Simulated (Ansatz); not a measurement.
Starting cell, ZnO (wurtzite):

```yaml
crystal:
  lattice:
    - [3.27960, 0.00000, 0.00000]
    - [-1.63980, 2.84021, 0.00000]
    - [0.00000, 0.00000, 5.29330]
  atoms:
    - { symbol: Zn, position: [0.66667, 0.33333, 0.00215] }
    - { symbol: Zn, position: [0.33333, 0.66667, 0.50215] }
    - { symbol: O, position: [0.66667, 0.33333, 0.62305] }
    - { symbol: O, position: [0.33333, 0.66667, 0.12305] }
```

In this cell atom 4 (O, nearest neighbour Zn at 1.999 Å; its periodic images, 3.3 Å or more away, move with it) is moved by u·(1.000, 0.000, 0.000) + v·(0.000, 0.000, 1.000); the rest is frozen.

Computed with PBE (plane waves to 420 eV, PAW, scalar-relativistic; Ansatz, a quantum-chemistry and plane-wave program). k mesh 9×9×5 (Γ-centred), Fermi-Dirac smearing 0.05 eV. The energy includes the smearing's −TS. ZnO was relaxed with its symmetry unable to fall. ΔE is measured from the undisplaced structure. Axes are in Å.

Estimate the ΔE (eV/cell) for all points of the grid u = -0.300, -0.150, 0.000, 0.150, 0.300 by v = -0.300, -0.150, 0.000, 0.150, 0.300.

ΔE (eV/cell), with u across and v down:

```csv
v \ u,-0.300,-0.150,0.000,0.150,0.300
-0.300,0.924,0.454,0.315,0.454,0.924
-0.150,0.588,0.208,0.095,0.208,0.588
0.000,0.360,0.083,0.000,0.083,0.360
0.150,0.360,0.192,0.144,0.192,0.360
0.300,0.773,0.736,0.731,0.736,0.773
```

(A displaced cell: forces are minus the slopes of the energy, force constants its curvatures, and phonons follow from these.)
